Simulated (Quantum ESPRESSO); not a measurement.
# Band energies of Zn₃PBr₃

```
CELL_PARAMETERS angstrom
      6.59711     0.00000     0.00000
      0.00000     4.00656     0.00000
     -0.07631     0.00000     6.93302
ATOMIC_POSITIONS crystal
  P  0.37090 0.50000 0.17740
  Zn 0.47409 0.00000 0.29939
  Zn 0.50049 0.50000 0.87471
  Zn 0.02618 0.50000 0.15105
  Br 0.86933 0.00000 0.32860
  Br 0.86717 0.50000 0.83225
  Br 0.38783 0.00000 0.66995
```

PBEsol (pw.x of Quantum ESPRESSO, ONCV potentials, scalar-relativistic); path ΓYHCEM1AXH1,MDZ,YD; energies in eV from the valence-band maximum.

| k (1/Å) | point | band 39 | band 40 | band 41 | band 42 | band 43 | band 44 | band 45 | band 46 |
|---|---|---|---|---|---|---|---|---|---|
| 0.00 | Γ | -1.75 | -1.25 | -0.74 | -0.42 | 0.00 | 1.63 | 2.46 | 3.33 |
| 0.23 |  | -1.97 | -1.29 | -1.28 | -0.70 | -0.07 | 2.23 | 2.90 | 3.43 |
| 0.45 | Y | -2.14 | -1.79 | -1.30 | -0.73 | -0.14 | 2.67 | 3.26 | 3.60 |
| 0.69 |  | -2.38 | -1.60 | -1.33 | -1.09 | -0.24 | 2.92 | 3.23 | 3.70 |
| 0.92 | H | -2.15 | -1.72 | -1.59 | -1.36 | -0.35 | 3.24 | 3.33 | 3.77 |
| 0.92 | C | -2.15 | -1.72 | -1.59 | -1.36 | -0.35 | 3.24 | 3.33 | 3.77 |
| 1.12 |  | -2.14 | -1.64 | -1.55 | -1.44 | -0.86 | 3.50 | 3.58 | 4.28 |
| 1.32 |  | -2.14 | -1.76 | -1.56 | -1.45 | -1.30 | 3.46 | 3.60 | 3.84 |
| 1.51 |  | -2.20 | -1.94 | -1.70 | -1.31 | -1.13 | 2.84 | 3.15 | 3.51 |
| 1.71 | E | -2.27 | -1.97 | -1.70 | -1.25 | -1.03 | 2.52 | 3.06 | 3.29 |
| 1.71 | M1 | -2.27 | -1.97 | -1.70 | -1.25 | -1.03 | 2.52 | 3.06 | 3.29 |
| 2.16 | A | -2.65 | -2.09 | -1.79 | -1.50 | -1.15 | 3.12 | 3.84 | 4.06 |
| 2.35 |  | -2.41 | -2.06 | -1.79 | -1.31 | -1.20 | 3.32 | 3.85 | 3.95 |
| 2.55 |  | -2.02 | -1.81 | -1.67 | -1.31 | -0.89 | 3.47 | 3.67 | 3.85 |
| 2.74 |  | -1.77 | -1.62 | -1.46 | -0.78 | -0.56 | 2.79 | 3.19 | 3.64 |
| 2.94 | X | -1.74 | -1.66 | -1.30 | -0.46 | -0.15 | 2.37 | 2.82 | 3.28 |
| 3.39 | H1 | -2.15 | -1.72 | -1.59 | -1.36 | -0.35 | 3.24 | 3.33 | 3.77 |
| 3.39 | M | -2.27 | -1.97 | -1.70 | -1.25 | -1.03 | 2.52 | 3.06 | 3.29 |
| 3.62 |  | -2.46 | -2.01 | -1.68 | -1.35 | -0.91 | 2.56 | 3.21 | 3.55 |
| 3.86 | D | -2.44 | -2.27 | -1.63 | -1.50 | -0.83 | 2.75 | 3.48 | 3.54 |
| 4.01 |  | -2.52 | -2.28 | -1.75 | -1.50 | -0.97 | 3.10 | 3.67 | 3.78 |
| 4.31 | Z | -2.49 | -2.28 | -2.15 | -1.57 | -1.29 | 4.14 | 4.19 | 4.53 |
| 4.31 | Y | -2.14 | -1.79 | -1.30 | -0.73 | -0.14 | 2.67 | 3.26 | 3.60 |
| 4.47 |  | -1.95 | -1.80 | -1.39 | -0.77 | -0.51 | 2.87 | 3.52 | 4.06 |
| 4.63 |  | -1.95 | -1.82 | -1.51 | -1.07 | -0.87 | 3.25 | 3.90 | 4.28 |
| 4.78 |  | -2.11 | -2.08 | -1.60 | -1.17 | -1.04 | 3.42 | 3.62 | 3.83 |
| 5.10 | D | -2.44 | -2.27 | -1.63 | -1.50 | -0.83 | 2.75 | 3.48 | 3.54 |

The PBEsol gap is direct, 1.63 eV at Γ.

Spin-orbit splittings are left out.

Geometry of the Materials Project entry, not relaxed at this level.

The structure is a Materials Project entry; no match was found in the copy of COD used, and its stability was not checked.
